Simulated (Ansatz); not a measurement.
Does relaxation matter for the field gradients of CO2?

Start: a COD entry, atoms as given.

Space group Pa-3 (No. 205); a = 5.6240 Å.

| site | Wyckoff | site symmetry | x | y | z |
| --- | --- | --- | --- | --- | --- |
| C | 4a | .-3. | 0.0000 | 0.0000 | 0.0000 |
| O | 8c | .3. | 0.1185 | 0.1185 | 0.1185 |

One atom of each set is listed.

Level of theory: DFT, PBE, plane waves and PAW, scalar-relativistic, 420 eV cutoff, Γ-centred 4×4×4 k-points, Fermi–Dirac smearing 0.02 eV (Ansatz 0.2.0).

The largest force at the start is 1.5 eV/Å. Relaxing the ions at fixed cell moves them by 0.014 Å at most (atom 5, O) and 0.012 Å rms. End positions:

C (0.0000, 0.0000, 0.0000)
O (0.1199, 0.1199, 0.1199)

```tsv
site	moved (Å)	first shell before	first shell after	V_zz before (10²¹ V/m²)	η before
C	0.000	2 O at 1.15 Å, angle 180°	2 O at 1.17 Å, angle 180°	-2.99	0.00
O	0.014	1 C at 1.15 Å	1 C at 1.17 Å	6.54	0.00
```

Problem. How do the gradients change?

Solution. 

| site | V_zz after | η after | change of V_zz |
| --- | --- | --- | --- |
| C | -2.92 | 0.00 | +0.07 |
| O | 7.18 | 0.00 | +0.64 |

The largest change of V_zz is on O, from 6.54 to 7.18. In per cent, |V_zz| changes by -2 on C, +10 on O (all sites that start above 0.5).
